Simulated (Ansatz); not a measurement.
The relaxed structure here is a generated cell of Cu: the first start was made by placing the elements on the sites of a structure type, and the end was not matched to a known phase here, so it may be hypothetical. Known forms of Cu include space group No. 225.

A relaxed cell of Cu (P6₃/mmc (No. 194)), relaxed on a k-mesh at least as fine as the one used below. Computed with r2SCAN (plane waves to 500 eV, PAW, scalar-relativistic; Ansatz, a quantum-chemistry and plane-wave program). Γ-centred k-mesh 15×15×4 on the run's cell (coarser than for final values), Fermi–Dirac smearing 0.05 eV.

```
CELL_PARAMETERS angstrom
      2.48725     0.00000     0.00000
     -1.24363     2.15402     0.00000
      0.00000     0.00000     8.94660
ATOMIC_POSITIONS crystal
  Cu 0.33333 0.66667 0.11645
  Cu 0.66667 0.33333 0.61645
  Cu 0.66667 0.33333 0.88355
  Cu 0.33333 0.66667 0.38355
```

The atoms are displaced along an unstable phonon of this cell by (Å):

```
atom     ux      uy     uz
----  -----  ------  -----
Cu1   0.000  -0.150  0.000
Cu2   0.000   0.150  0.000
Cu3   0.000  -0.150  0.000
Cu4   0.000   0.150  0.000
```

**Question.** What forces (eV/Å) and pressure result?

**Answer.** 
```csv
atom,Fx,Fy,Fz
Cu1,0.00,-0.13,0.08
Cu2,0.00,0.13,0.08
Cu3,0.00,-0.13,-0.08
Cu4,0.00,0.13,-0.08
```

Pressure -0.4 GPa.

The undisplaced cell is probably no minimum: from this displacement the run went on to P6₃/mmc (No. 194), 0.15 eV/atom below it.

No spin polarisation in the result.
